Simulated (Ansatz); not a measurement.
Input:

InP (zinc blende)

```yaml
crystal:
  lattice:
    - [0.00000, 2.95351, 2.95351]
    - [2.95351, 0.00000, 2.95351]
    - [2.95351, 2.95351, 0.00000]
  atoms:
    - { symbol: P, position: [0.75000, 0.75000, 0.75000] }
    - { symbol: In, position: [0.00000, 0.00000, 0.00000] }
```

In this cell atom 2 (In, nearest neighbour P at 2.558 Å; its periodic images, 4.2 Å or more away, move with it) is moved by s along Cartesian [111], unit vector (0.577, 0.577, 0.577); all other atoms and the cell stay fixed.

These are r2SCAN (plane waves to 500 eV, PAW, scalar-relativistic; Ansatz, a quantum-chemistry and plane-wave program) values and carry that method's errors. k mesh 8×8×8 (Γ-centred), Fermi-Dirac smearing 0.05 eV. The energy includes the smearing's −TS. InP was relaxed with its symmetry unable to fall. The zero of ΔE is the undisplaced structure.

The scan covers s from -0.510 to 0.510 Å in 11 points.

Problem. Is this a single well or a double well?

Solution. A single well with its minimum at or next to zero displacement.

Problem. Is the energy the same for displacements of ±0.510 Å, and if not, which side lies higher?

Solution. Not even: the negative side lies higher at ±0.510 Å. With its periodic images moving along, the atom's site symmetry in this cell is -43m.

Problem. What force acts on the atom along the line at s = -0.510 Å?

Solution. 9.75 eV/Å.

Problem. What is the energy change at s = 0.510 Å?

Solution. 527 meV/cell.

Problem. With two atoms in the cell this is the zone-centre optical mode. What wavenumber follows (transverse: no LO-TO term)?

Solution. 296 cm⁻¹.

(A displaced cell: forces are minus the slopes of the energy, force constants its curvatures, and phonons follow from these.)
